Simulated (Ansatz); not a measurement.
## Fields on a plane of LaTl3 (Cu3Au type)

```xyz
4
Lattice="4.7379 0.0000 0.0000 0.0000 4.7379 0.0000 0.0000 0.0000 4.7379" Properties=species:S:1:pos:R:3 pbc="T T T"
La     0.0000     0.0000     0.0000
Tl     0.0000     2.3690     2.3690
Tl     2.3690     0.0000     2.3690
Tl     2.3690     2.3690     0.0000
```

The slice is a {210} plane (indices of the conventional cell) through the point (0.500, 0.000, 0.500) (fractional), spanned by u = [100] and v = [021] in vectors of this cell: u (4.74 Å) and v (10.59 Å, at 90° to u). It covers one period; positions are fractions (u, v).

Atoms on it: La at (0.50, 0.50); Tl at (0.00, 0.00).

Computed with LDA (plane waves to 420 eV, PAW, scalar-relativistic; Ansatz, an electronic-structure program). k mesh 10×10×10. Near the nuclei the fields are pseudised (PAW); where an atom keeps semicore shells as valence, they peak there. LaTl3 is run without spin polarisation. LaTl3 was relaxed with its symmetry unable to fall. Spin-orbit coupling is left out, though Tl is heavy.

| v \ u | 0.00 | 0.15 | 0.31 | 0.46 | 0.62 | 0.77 | 0.92 |
|---|---|---|---|---|---|---|---|
| 0.93 | x | <1.0 | 8.2 | 8.6 | 8.7 | 5.3 | x |
| 0.86 | 7.2 | 8.3 | 7.4 | 3.0 | 5.1 | 8.4 | 7.6 |
| 0.79 | 6.1 | 7.7 | 6.3 | <1.0 | 2.6 | 7.9 | 6.6 |
| 0.71 | <1.0 | 4.6 | 8.0 | 6.4 | 7.3 | 7.4 | <1.0 |
| 0.64 | 3.1 | 6.3 | 7.0 | 4.6 | 5.7 | 7.3 | 4.3 |
| 0.57 | 8.9 | 7.3 | <1.0 | x | x | 4.0 | 8.6 |
| 0.50 | 9.6 | 6.4 | x | x | x | <1.0 | 8.9 |
| 0.43 | 8.9 | 7.3 | <1.0 | x | x | 4.0 | 8.6 |
| 0.36 | 3.1 | 6.3 | 7.0 | 4.6 | 5.7 | 7.3 | 4.3 |
| 0.29 | <1.0 | 4.6 | 8.0 | 6.4 | 7.3 | 7.4 | <1.0 |
| 0.21 | 6.1 | 7.7 | 6.3 | <1.0 | 2.6 | 7.9 | 6.6 |
| 0.14 | 7.2 | 8.3 | 7.4 | 3.0 | 5.1 | 8.4 | 7.6 |
| 0.07 | x | <1.0 | 8.2 | 8.6 | 8.7 | 5.3 | x |
| 0.00 | x | x | 7.2 | 9.6 | 9.2 | <1.0 | x |

Values: electrostatic potential energy of an electron, from the cell's mean, in eV. Points within 1 Å of a nucleus are blanked (x), as the pseudised field means little there. Values under 1 eV are set to 1. The zero, the cell's mean, hangs on the PAW cores.

```
|8863100001368|
|6542100001245|
|3321111111123|
|1100123321001|
|0000133331000|
|1111234432111|
|3211123321112|
|4321112211123|
|4321001100123|
|3211011110112|
|1111123321111|
|0001356653100|
|0002566665200|
|0002566665200|
|0002566665200|
|0001356653100|
|1111123321111|
|3211011110112|
|4321001100123|
|4321112211123|
|3211123321112|
|1111234432111|
|0000133331000|
|1100123321001|
|3321111111123|
|6542100001245|
|8863100001368|
|9963100001369|
```
Scale: ten equal steps from -1.15 (start of '0') to 0.96 (end of '9'), in the order '0123456789'. Values: log₁₀ of the valence density in e/Å³. The map has 13 points along u (one character each, u = 0 at the left) and 28 along v (v = 0 in the bottom row). The scale is logarithmic, as a density can span decades between atoms and voids.
